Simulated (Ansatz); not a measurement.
Relaxed TiO2 (anatase):

```
TiO2
1.0
   -1.88487     1.88487     4.77774
    1.88487    -1.88487     4.77774
    1.88487     1.88487    -4.77774
Ti O
2 4
Cartesian
  0.00000   0.00000   4.77774
  1.88487   0.00000   2.38887
  0.00000   0.00000   2.79526
  1.88487   0.00000   0.40639
  1.88487   0.00000   4.37135
  0.00000   0.00000   6.76021
```

In this cell atom 6 (O, nearest neighbour Ti at 1.928 Å; its periodic images, 3.8 Å or more away, move with it) is moved by s along Cartesian [111], unit vector (0.577, 0.577, 0.577); all other atoms and the cell stay fixed.

Method: PBEsol (plane waves to 420 eV, PAW, scalar-relativistic; Ansatz, a quantum-chemistry and plane-wave program). k mesh 10×10×10 (Γ-centred), Fermi-Dirac smearing 0.05 eV. Energies are smeared free energies. The PAW data are Ansatz's earlier set. TiO2 is run without spin polarisation. TiO2 was relaxed with its symmetry unable to fall. The zero of ΔE is the undisplaced structure.

```csv
s (Å),ΔE (meV/cell)
-0.190,195.0
-0.152,123.5
-0.114,68.7
-0.076,30.2
-0.038,7.5
0.000,0.0
0.038,7.3
0.076,28.9
0.114,withheld
0.152,114.0
0.190,177.2
```

Question: Fit a polynomial form (powers 2, 3, 4) to the given rows and predict ΔE at s = 0.114.

Answer: Least squares on the 10 given rows: ΔE = (5116)·s² + (-1311)·s³ + (1082)·s⁴, in meV/cell with s in Å; root-mean-square residual 0.09 meV/cell. At 0.114 the fit gives 64.7 meV/cell; the calculation gives 64.6 meV/cell, so the interpolation is off by 0.1 (+0.2 %). The quadratic term alone would give 66.5 meV/cell.

(A displaced cell: forces are minus the slopes of the energy, force constants its curvatures, and phonons follow from these.)
